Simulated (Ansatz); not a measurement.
SnS:
```
CELL_PARAMETERS angstrom
     11.16104     0.00000     0.00000
      0.00000     3.99948     0.00000
      0.00000     0.00000     4.26193
ATOMIC_POSITIONS crystal
  Sn 0.61850 0.25000 0.38789
  Sn 0.38150 0.75000 0.61211
  Sn 0.88150 0.75000 0.88789
  Sn 0.11850 0.25000 0.11211
  S  0.35289 0.25000 0.02501
  S  0.64711 0.75000 0.97499
  S  0.14711 0.75000 0.52501
  S  0.85289 0.25000 0.47499
```

Relaxed with PBE+D3(BJ). Special points in fractions of this cell's reciprocal vectors: Γ (0.000, 0.000, 0.000); X (0.500, 0.000, 0.000); S (0.500, 0.500, 0.000); Y (0.000, 0.500, 0.000); Z (0.000, 0.000, 0.500); U (0.500, 0.000, 0.500); R (0.500, 0.500, 0.500); T (0.000, 0.500, 0.500).

List the band energies nearest the valence-band maximum at these points for DFT-PBE+D3(BJ) in the program Ansatz with PAW potentials.

In eV from the valence-band maximum; about four levels below and three above (degenerate sets whole), none deeper than 8.9 eV; points with the same levels are listed once.

```json
[
 {"k": "Γ", "below": "-2.02 -1.35 -0.87 -0.72", "above": "0.76 3.00 3.03"},
 {"k": "X", "below": "-2.25 -2.25 -0.76 -0.76", "above": "2.61 2.61 2.76 2.76"},
 {"k": "S", "below": "-1.07 -1.07 -1.07 -1.07", "above": "1.56 1.56 1.56 1.56"},
 {"k": "Y", "below": "-1.08 -1.08 -0.87 -0.87", "above": "1.13 1.13 1.64 1.64"},
 {"k": "Z", "below": "-0.99 -0.99 -0.15 -0.15", "above": "1.41 1.41 1.85 1.85"},
 {"k": "U", "below": "-0.78 -0.78 -0.09 -0.09", "above": "1.32 1.32 1.81 1.81"},
 {"k": "R", "below": "-1.80 -1.80 -1.80 -1.80", "above": "2.54 2.54 2.54 2.54"},
 {"k": "T", "below": "-2.57 -2.57 -1.62 -1.62", "above": "2.70 2.70 2.94 2.94"}
]
```

Space group Pnma. The cell was relaxed with PBE+D3(BJ) under the symmetry of its start. Spin–orbit coupling is left out wherever it is not named.

Potentials: the later of the program's two PAW sets.
